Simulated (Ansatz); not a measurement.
The computed numbers are results of PBEsol, scalar-relativistic (collinear spin) in the plane-wave PAW code Ansatz at 420 eV, 10×10×8 k-mesh, Gaussian smearing of 0.05 eV; PAW files: Ansatz's generated set soft_2.

The calculation on XSi2, where X is one element, gave:

```json
{"Space group": "P6/mmm (No. 191)", "Conventional cell": "a = 4.050 Å, b = 4.050 Å, c = 3.944 Å, α = 90.00°, β = 90.00°, γ = 120.00°", "Volume": "18.67 Å³/atom", "Band gap": "zero (metallic)", "Density of states at the Fermi level": "0.70 states/(eV·atom)", "Magnetic state": "ferromagnetic (the only order tried)", "Site spin moments": "X 6.81; Si -0.06 μB", "Spin moment of the cell": "6.56 μB", "f electrons (orthogonalised atomic orbitals)": "X 7.19", "Formation energy from the elements (0 K, uncorrected)": "-0.66 eV/atom", "Bulk modulus (Birch–Murnaghan)": "89 GPa", "Pressure derivative B0′": "5.6"}
```

Sites: X on 1a, Si on 2d.

**Question.** Which element is X?
A. Sm
B. Tb
C. Eu
D. Gd

**Answer.** D. X is Gd, so the compound is GdSi2.

The start was a prototype's sites filled with these elements, not a measured cell.

Without a U the 4f levels of Gd lie too near the Fermi level, so their share of the states there, and what hangs on it, is overstated. For elements this heavy, spin–orbit coupling would shift levels and gaps; it isn't included here. The run wasn't fully tested for a lower electronic state. Site moments are of spin, integrated over atomic spheres. No antiparallel order was tried.
